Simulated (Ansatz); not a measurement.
**MnV (Pm-3m): the size of the finite step**

```xyz
2
Lattice="2.8372 0.0000 0.0000 0.0000 2.8372 0.0000 0.0000 0.0000 2.8372" Properties=species:S:1:pos:R:3 pbc="T T T"
Mn    0.0000    0.0000    0.0000
V     1.4186    1.4186    1.4186
```

Unless marked otherwise, the numbers come from PBEsol, PAW on Ansatz 0.2.0's default frozen-core files (fitted under PBE), scalar-relativistic. k mesh 16×16×16, strains of ±0.003, Fermi-Dirac smearing of 0.100 eV, cutoff 420 eV. The cell was relaxed by PAW under this functional, which moved its volume by -6 % from the database entry's.

Task: Elastic constants come from stresses at strains of ±0.003 (two-point stencil): C11 = 522.9, C12 = 133.5, C44 = 93.3 GPa. What does an amplitude of 0.08 give?

Result: C11 = 530.3, C12 = 146.1, C44 = 97.3 GPa. A large step picks up anharmonic terms.

Caveats: frozen-core PAW files fitted under PBE, their cores solved anew for the functional of the run; no spin polarisation, a magnetic state may lie lower; responses of metals move with mesh and smearing.
